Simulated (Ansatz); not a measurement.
The slice is one period of a {100} plane through atoms; its size isn't given.

Computed with PBE (plane waves to 420 eV, PAW, scalar-relativistic; Ansatz, a first-principles code). These are valence fields of a PAW run, semicore shells included where kept as valence: close to a nucleus they are smooth pseudo fields.

```
|####****++==--::..              ..::--==++****##|
|******++====--::..              ..::--====++****|
|****++++==--::::....          ....::::--==++++**|
|++++====----::......................::----====++|
|======----::::......::::::::::......::::----====|
|------::::::....::::----==----::::....::::::----|
|::::::::......::--==++++++++++==--::......::::::|
|............::--==++****##****++==--::..........|
|      ......::==++**##%%%%%%##**++==::......    |
|        ..::--++**##%%@@@@@@%%##**++--::..      |
|        ..::--++**%%@@@@@@@@@@%%**++--::..      |
|        ..::==++##%%@@@@@@@@@@%%##++==::..      |
|        ..::--++**%%@@@@@@@@@@%%**++--::..      |
|        ..::--++**##%%@@@@@@%%##**++--::..      |
|      ......::==++**##%%%%%%##**++==::......    |
|............::--==++****##****++==--::..........|
|::::::::......::--==++++++++++==--::......::::::|
|------::::::....::::----==----::::....::::::----|
|======----::::......::::::::::......::::----====|
|++++====----::......................::----====++|
|****++++==--::::....          ....::::--==++++**|
|******++====--::..              ..::--====++****|
|####****++==--::..              ..::--==++****##|
|####****++==--::..              ..::--==++****##|
```
Scale: ten equal steps from -0.85 (start of ' ') to 1.55 (end of '@'), in the order ' .:-=+*#%@'. Values: log₁₀ of the valence density in e/Å³. The map has 24 points along u (two characters each, u = 0 at the left) and 24 along v (v = 0 in the bottom row). The scale is logarithmic, as a density can span decades between atoms and voids.

```
|xxxxxx88999999774411000000000011447799999988xxxx|
|xxxxxx99999988663311000000000011336688999999xxxx|
|xx8899999999774411000000000000001144779999999988|
|999999999988552200000000000000000022558899999999|
|999999998855220000000000110000000000225588999999|
|999988775522000000001122222211000000002255778899|
|777766442200000011223344444433221100000022446677|
|444433110000001122445566666655442211000000113344|
|221111000000002244557788xx8877554422000000001111|
|00000000000011335577xxxxxxxxxx775533110000000000|
|00000000000022446688xxxxxxxxxx886644220000000000|
|000000000011224466xxxxxxxxxxxxxx6644221100000000|
|00000000000022446688xxxxxxxxxx886644220000000000|
|00000000000011335577xxxxxxxxxx775533110000000000|
|221111000000002244557788xx8877554422000000001111|
|444433110000001122445566666655442211000000113344|
|777766442200000011223344444433221100000022446677|
|999988775522000000001122222211000000002255778899|
|999999998855220000000000110000000000225588999999|
|999999999988552200000000000000000022558899999999|
|xx8899999999774411000000000000001144779999999988|
|xxxxxx99999988663311000000000011336688999999xxxx|
|xxxxxx88999999774411000000000011447799999988xxxx|
|xxxxxxxx9999997744220000000000224477999999xxxxxx|
```
Scale: ten equal steps from 0.09 (start of '0') to 0.82 (end of '9'), in the order '0123456789'. Values: electron localisation function (ELF). The map has 24 points along u (two characters each, u = 0 at the left) and 24 along v (v = 0 in the bottom row). Points within 0.4 Å of a nucleus are blanked (x), as the pseudised field means little there.

Which relaxed crystal do these maps come from?
A) FeO (rock salt)
B) NaF (rock salt)
C) TaN (rock salt)

A, FeO (rock salt). Atoms on the slice: O at (0.00, 0.00); Fe at (0.50, 0.50)

All were relaxed with their symmetry unable to fall. FeO is run spin-polarised and with no Hubbard U; the real compound is an antiferromagnetic insulator, a state that this run doesn't describe. Relaxed FeO ends ferromagnetic. Spin-orbit coupling is left out. TaN is run without spin polarisation. The relaxed volume of NaF is well above the measured one; the method has no dispersion term. This is a high-temperature form of TaN. The magnetic order is the one the run started from; other orders were not tried. (This holds for the magnetic or f-shell members.)
